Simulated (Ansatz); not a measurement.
Input, command and steps of an Ansatz relaxation.

```yaml
crystal:
  lattice:
    - [6.2045148634, 0.0, 0.0]
    - [-3.1022574317, 5.3732674899, 0.0]
    - [0.0, 0.0, 4.9800804869]
  atoms:
    - { symbol: Ba, position: [0.3333333333, 0.6666666667, 0.25] }
    - { symbol: Ba, position: [0.6666666667, 0.3333333333, 0.75] }
    - { symbol: Mo, position: [0.833, 0.666, 0.25] }
    - { symbol: Mo, position: [0.167, 0.833, 0.75] }
    - { symbol: Mo, position: [0.334, 0.167, 0.25] }
    - { symbol: Mo, position: [0.167, 0.334, 0.75] }
    - { symbol: Mo, position: [0.833, 0.167, 0.25] }
    - { symbol: Mo, position: [0.666, 0.833, 0.75] }
basis:
  ecutwfc: 420
kpoints:
  mp_grid: { grid: [3, 3, 4] }
hamiltonian:
  xc: pbe
scf:
  occupations: { method: gaussian, width: 0.1 }
  lower_state_search: "off"
output:
  forces: true
  stress: true
  eigenvalues: true
relax:
  adjacent_minimum: "off"
  f_tol: 0.04
  max_steps: 70
  cell: { stress_tol: 0.4 }
```

```bash
ansatz run input.yaml --threads 1 --pin off --max-ram 2560MiB --backend cpu --events-out ev --progress --plain --runs-dir out
```

The calculation used DFT PBE, scalar-relativistic, plane waves, PAW in Ansatz.

Of 14 frames 10 are shown, positions in Å and forces in eV/Å; the SCF threshold varies from step to step. Steps run on the plane waves of an earlier cell, with a Pulay correction in the pressure. The basis is chosen afresh for the last frame, the zero of the energies, and at times for earlier ones too; energy and pressure step there, also at an unchanged geometry. Here that happened at step 10 (-24 meV/atom, 1.4 GPa); the frames before carry an error of that size.

```xyz
8
Lattice="6.2045 0.0000 0.0000 -3.1023 5.3733 0.0000 0.0000 0.0000 4.9801" Properties=species:S:1:pos:R:3:forces:R:3 pbc="T T T" step=1 free_energy_over_end_meV_per_atom=901.65 pressure_GPa=-6.50
Ba    0.0000    3.5822    1.2450    0.0000    0.0000    0.0000
Ba    3.1023    1.7911    3.7351    0.0000    0.0000    0.0000
Mo    3.1023    3.5786    1.2450    0.0000    1.3679    0.0000
Mo   -1.5480    4.4759    3.7351   -1.1846    0.6839    0.0000
Mo    1.5542    0.8973    1.2450   -1.1846   -0.6839    0.0000
Mo    0.0000    1.7947    3.7351    0.0000   -1.3679    0.0000
Mo    4.6503    0.8973    1.2450    1.1846   -0.6839    0.0000
Mo    1.5480    4.4759    3.7351    1.1846    0.6839    0.0000
8
Lattice="5.9962 0.0000 0.0000 -2.9981 5.1929 0.0000 0.0000 0.0000 4.7873" Properties=species:S:1:pos:R:3:forces:R:3 pbc="T T T" step=2 free_energy_over_end_meV_per_atom=672.05 pressure_GPa=10.63
Ba    0.0000    3.4619    1.1968    0.0000    0.0000    0.0000
Ba    2.9981    1.7310    3.5905    0.0000    0.0000    0.0000
Mo    2.9981    3.6469    1.1968    0.0000    0.9605    0.0000
Mo   -1.6593    4.4199    3.5905   -0.8318    0.4803    0.0000
Mo    1.3388    0.7730    1.1968   -0.8318   -0.4803    0.0000
Mo    0.0000    1.5460    3.5905    0.0000   -0.9605    0.0000
Mo    4.6574    0.7730    1.1968    0.8318   -0.4803    0.0000
Mo    1.6593    4.4199    3.5905    0.8318    0.4803    0.0000
8
Lattice="6.4592 0.0000 0.0000 -3.2296 5.5938 0.0000 0.0000 0.0000 4.6216" Properties=species:S:1:pos:R:3:forces:R:3 pbc="T T T" step=4 free_energy_over_end_meV_per_atom=330.67 pressure_GPa=8.92
Ba    0.0000    3.7292    1.1554    0.0000    0.0000    0.0000
Ba    3.2296    1.8646    3.4662    0.0000    0.0000    0.0000
Mo    3.2296    4.1084    1.1554    0.0000    0.0716    0.0000
Mo   -1.9432    4.8511    3.4662   -0.0620    0.0358    0.0000
Mo    1.2864    0.7427    1.1554   -0.0620   -0.0358    0.0000
Mo    0.0000    1.4854    3.4662    0.0000   -0.0716    0.0000
Mo    5.1728    0.7427    1.1554    0.0620   -0.0358    0.0000
Mo    1.9432    4.8511    3.4662    0.0620    0.0358    0.0000
8
Lattice="6.7619 0.0000 0.0000 -3.3809 5.8560 0.0000 0.0000 0.0000 4.5279" Properties=species:S:1:pos:R:3:forces:R:3 pbc="T T T" step=5 free_energy_over_end_meV_per_atom=193.64 pressure_GPa=6.48
Ba    0.0000    3.9040    1.1320    0.0000    0.0000    0.0000
Ba    3.3809    1.9520    3.3959    0.0000    0.0000    0.0000
Mo    3.3809    4.3716    1.1320    0.0000   -0.1127    0.0000
Mo   -2.0955    5.1138    3.3959    0.0976   -0.0564    0.0000
Mo    1.2855    0.7422    1.1320    0.0976    0.0564    0.0000
Mo    0.0000    1.4843    3.3959    0.0000    0.1127    0.0000
Mo    5.4764    0.7422    1.1320   -0.0976    0.0564    0.0000
Mo    2.0955    5.1138    3.3959   -0.0976   -0.0564    0.0000
8
Lattice="7.3781 0.0000 0.0000 -3.6891 6.3896 0.0000 0.0000 0.0000 4.2563" Properties=species:S:1:pos:R:3:forces:R:3 pbc="T T T" step=7 free_energy_over_end_meV_per_atom=44.65 pressure_GPa=2.88
Ba    0.0000    4.2598    1.0641    0.0000    0.0000    0.0000
Ba    3.6891    2.1299    3.1922    0.0000    0.0000    0.0000
Mo    3.6891    4.8719    1.0641    0.0000   -0.0371    0.0000
Mo   -2.3746    5.6308    3.1922    0.0322   -0.0186    0.0000
Mo    1.3144    0.7589    1.0641    0.0322    0.0186    0.0000
Mo    0.0000    1.5177    3.1922    0.0000    0.0371    0.0000
Mo    6.0637    0.7589    1.0641   -0.0322    0.0186    0.0000
Mo    2.3746    5.6308    3.1922   -0.0322   -0.0186    0.0000
8
Lattice="7.4870 0.0000 0.0000 -3.7435 6.4839 0.0000 0.0000 0.0000 4.2920" Properties=species:S:1:pos:R:3:forces:R:3 pbc="T T T" step=8 free_energy_over_end_meV_per_atom=35.29 pressure_GPa=0.77
Ba    0.0000    4.3226    1.0730    0.0000    0.0000    0.0000
Ba    3.7435    2.1613    3.2190    0.0000    0.0000    0.0000
Mo    3.7435    4.9714    1.0730    0.0000   -0.0611    0.0000
Mo   -2.4336    5.7277    3.2190    0.0529   -0.0306    0.0000
Mo    1.3099    0.7562    1.0730    0.0529    0.0306    0.0000
Mo    0.0000    1.5125    3.2190    0.0000    0.0611    0.0000
Mo    6.1772    0.7562    1.0730   -0.0529    0.0306    0.0000
Mo    2.4336    5.7277    3.2190   -0.0529   -0.0306    0.0000
8
Lattice="7.5014 0.0000 0.0000 -3.7507 6.4964 0.0000 0.0000 0.0000 4.3136" Properties=species:S:1:pos:R:3:forces:R:3 pbc="T T T" step=10 free_energy_over_end_meV_per_atom=11.06 pressure_GPa=1.35
Ba    0.0000    4.3309    1.0784    0.0000    0.0000    0.0000
Ba    3.7507    2.1655    3.2352    0.0000    0.0000    0.0000
Mo    3.7507    4.9833    1.0784    0.0000    0.0279    0.0000
Mo   -2.4403    5.7399    3.2352   -0.0242    0.0139    0.0000
Mo    1.3104    0.7565    1.0784   -0.0242   -0.0139    0.0000
Mo    0.0000    1.5131    3.2352    0.0000   -0.0279    0.0000
Mo    6.1910    0.7565    1.0784    0.0242   -0.0139    0.0000
Mo    2.4403    5.7399    3.2352    0.0242    0.0139    0.0000
8
Lattice="7.6605 0.0000 0.0000 -3.8302 6.6342 0.0000 0.0000 0.0000 4.2923" Properties=species:S:1:pos:R:3:forces:R:3 pbc="T T T" step=11 free_energy_over_end_meV_per_atom=1.90 pressure_GPa=0.94
Ba    0.0000    4.4228    1.0731    0.0000    0.0000    0.0000
Ba    3.8302    2.2114    3.2192    0.0000    0.0000    0.0000
Mo    3.8302    5.1257    1.0731    0.0000   -0.1538    0.0000
Mo   -2.5239    5.8799    3.2192    0.1332   -0.0769    0.0000
Mo    1.3064    0.7542    1.0731    0.1332    0.0769    0.0000
Mo    0.0000    1.5085    3.2192    0.0000    0.1538    0.0000
Mo    6.3541    0.7542    1.0731   -0.1332    0.0769    0.0000
Mo    2.5239    5.8799    3.2192   -0.1332   -0.0769    0.0000
8
Lattice="7.7571 0.0000 0.0000 -3.8785 6.7178 0.0000 0.0000 0.0000 4.2776" Properties=species:S:1:pos:R:3:forces:R:3 pbc="T T T" step=13 free_energy_over_end_meV_per_atom=0.19 pressure_GPa=-0.01
Ba    0.0000    4.4786    1.0694    0.0000    0.0000    0.0000
Ba    3.8785    2.2393    3.2082    0.0000    0.0000    0.0000
Mo    3.8785    5.2015    1.0694    0.0000   -0.0002    0.0000
Mo   -2.5653    5.9596    3.2082    0.0002   -0.0001    0.0000
Mo    1.3132    0.7582    1.0694    0.0002    0.0001    0.0000
Mo    0.0000    1.5164    3.2082    0.0000    0.0002    0.0000
Mo    6.4439    0.7582    1.0694   -0.0002    0.0001    0.0000
Mo    2.5653    5.9596    3.2082   -0.0002   -0.0001    0.0000
8
Lattice="7.7571 0.0000 0.0000 -3.8785 6.7178 0.0000 0.0000 0.0000 4.2776" Properties=species:S:1:pos:R:3:forces:R:3 pbc="T T T" step=14 free_energy_over_end_meV_per_atom=0.00 pressure_GPa=-0.02
Ba    0.0000    4.4786    1.0694    0.0000    0.0000    0.0000
Ba    3.8785    2.2393    3.2082    0.0000    0.0000    0.0000
Mo    3.8785    5.2015    1.0694    0.0000    0.0001    0.0000
Mo   -2.5653    5.9596    3.2082   -0.0001    0.0001    0.0000
Mo    1.3132    0.7582    1.0694   -0.0001   -0.0001    0.0000
Mo    0.0000    1.5164    3.2082    0.0000   -0.0001    0.0000
Mo    6.4439    0.7582    1.0694    0.0001   -0.0001    0.0000
Mo    2.5653    5.9596    3.2082    0.0001    0.0001    0.0000
```

The start puts this composition into another compound's structure type, which needn't suit it. The cell swells from 20.8 to 27.9 Å³ an atom, so the end can be far from any stable crystal. At the end the space group is P6_3/mmc (tolerance 0.05 Å).

Time: 61 s on 1 thread of Intel(R) Xeon(R) 6975P-C (Granite Rapids) (shared host), peak memory 0.54 GiB.

The k mesh is coarse.